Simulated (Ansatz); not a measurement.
# Relaxing a structure of TiC

The start is a randomly generated symmetric cell of TiC (space group No. 99). Cell shape, volume and atoms are optimised at zero target pressure with PBE (plane waves to 420 eV, PAW, scalar-relativistic; Ansatz, a program for electronic structure). The first steps use a coarse 10×10×6 k-mesh.

Initial structure:
```
TiC
1.0
    2.30975     0.00000     0.00000
    0.00000     2.30975     0.00000
    0.00000     0.00000     4.23434
C Ti
1 1
Direct
  0.50000   0.50000   0.72621
  0.50000   0.50000   0.34018
```

| Quantity | Result |
|---|---|
| Outcome | The space group goes from P4mm (No. 99) to P4/mmm (No. 123), with 2 atoms in the primitive cell |
| Energy released | about 1.2 eV/atom |
| Volume change | +22.3 %, from 11.29 to 13.81 Å³/atom |
| Band gap at the end | no gap (metallic) |
| Optimiser moves | 13 |

It ends as:

```cif
data_CTi
_chemical_formula_sum 'C1 Ti1'
_space_group_name_H-M_alt 'P4/mmm'
_space_group_IT_number 123
_space_group_name_Hall '-P 4 2'
_cell_length_a 2.57561
_cell_length_b 2.57561
_cell_length_c 4.16496
_cell_angle_alpha 90.000
_cell_angle_beta 90.000
_cell_angle_gamma 90.000
loop_
_atom_site_label
_atom_site_type_symbol
_atom_site_symmetry_multiplicity
_atom_site_Wyckoff_symbol
_atom_site_fract_x
_atom_site_fract_y
_atom_site_fract_z
_atom_site_occupancy
C1 C 1 d 0.50000 0.50000 0.50000 1
Ti1 Ti 1 c 0.50000 0.50000 0.00000 1
```

Final values are on a 18×18×11 k-mesh of the relaxed cell. The start holds a very short contact (C–Ti 1.63 Å). No spin polarisation in the result.

The run could not lose the symmetry of its start, so the end can be a saddle point.

The relaxed structure here is a generated cell of TiC: the first start was made by a random draw of sites in a space group, and the end was not matched to a known phase here, so it may be hypothetical. Known forms of TiC include space group No. 225.
